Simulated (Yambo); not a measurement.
# Convergence of the G0W0 gap of Zn2P2O7

G0W0@LDA for Zn2P2O7 (space group C2/m, No. 12) in Yambo. Reference settings: 2×2×4 Γ-centred k mesh, bands 9 to 201 and a 7 Ry block in the screening, 201 bands in G with the Bruneval-Gonze terminator, plasmon pole fitted at 27.2 eV. The LDA gap (0, 0, -0.5) → Γ on this mesh is 3.60 eV; G0W0 gaps are taken between the same points.

| change from the reference | G0W0 gap (0, 0, -0.5) → Γ (eV) | shift of the valence edge (eV) | rough Yambo cost |
|---|---|---|---|
| reference settings | 6.14 | -1.25 | 1 |
| 162 bands in W, 162 bands in G | 6.20 | -1.23 | about 1/2 |
| wavefunctions cut at 30 Ry | 5.97 | -1.06 | about 1/4 |
| wavefunctions cut at 20 Ry | 5.72 | -0.71 | about 1/4 |
| wavefunctions cut at 10 Ry | 5.39 | -0.34 | about 1/4 |
| wavefunctions cut at 50 Ry | 6.13 | -1.24 | about 1/3 |
| exchange cut at 20 Ry | 5.33 | -0.10 | – |
| 69 bands in W, 69 bands in G, 3 Ry block | 7.09 | -1.53 | about 1/6 |
| 123 bands in W, 123 bands in G, 3 Ry block | 6.41 | -1.40 | about 1/5 |
| 69 bands in W, 69 bands in G, 6 Ry block | 6.96 | -1.31 | about 1/5 |
| 162 bands in W, 162 bands in G, 4 Ry block | 6.18 | -1.28 | about 1/3 |
| 2 Ry block | 6.66 | -1.74 | about 1/3 |
| 2×2×2 mesh | 6.14 | -1.22 | about 1/3 |
| 69 bands in W, 69 bands in G, no terminator | 6.92 | -0.94 | about 1/6 |
| 123 bands in W, 123 bands in G, 3 Ry block, no terminator | 6.37 | -1.23 | about 1/4 |

The reference isn't shown to be the converged limit. Costs are rough (shared machines), scaled to the same edge states, and given only for runs that recompute the screening.

Geometry of the Materials Project entry, not relaxed at this level; primitive cell a = b = 5.353 Å, c = 4.558 Å, α = β = 99.10°, γ = 103.17°.

The structure is a Materials Project entry; no match was found in the copy of COD used, and its stability was not checked.

A shift is the quasiparticle energy of the state minus its LDA energy.
